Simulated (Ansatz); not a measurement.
This cell of SiO₂ (alpha-quartz type, space group P3_121) is off equilibrium:

```
CELL_PARAMETERS angstrom
      5.02210     0.00000     0.00000
     -2.51105     4.34927     0.00000
      0.00000     0.00000     5.51028
ATOMIC_POSITIONS crystal
  Si 0.47808 0.00271 0.32314
  Si 0.99729 0.47537 0.65648
  Si 0.52463 0.52192 0.98981
  O  0.44413 0.28197 0.21406
  O  0.71803 0.16216 0.54740
  O  0.83784 0.55587 0.88073
  O  0.15613 0.77120 0.47049
  O  0.22880 0.38493 0.80382
  O  0.61507 0.84387 0.13716
```

Method: PBE (plane waves to 420 eV, PAW, scalar-relativistic; Ansatz, a quantum-chemistry and plane-wave program). k mesh 8×8×6 (Γ-centred), Fermi-Dirac smearing 0.05 eV. Stress and pressure are positive under compression. SiO2 was relaxed with its symmetry unable to fall.

What forces act on the atoms (eV/Å, Cartesian)?


```csv
atom,Fx,Fy,Fz
Si1,0.083,-0.093,0.731
Si2,0.039,0.118,0.731
Si3,-0.122,-0.026,0.731
O4,-0.584,-0.747,-0.406
O5,0.939,-0.132,-0.406
O6,-0.355,0.879,-0.406
O7,0.583,-0.961,-0.325
O8,0.541,0.985,-0.325
O9,-1.123,-0.024,-0.325
```

Give the stress tensor in GPa and the pressure.


```
  -1.09     0.00     0.00
   0.00    -1.09     0.00
   0.00     0.00    -0.89
```
The pressure, a third of the trace, is -1.02 GPa.

(For displaced atoms, the force is minus the slope of the energy, and its curvature is a force constant, which sets phonon frequencies.)
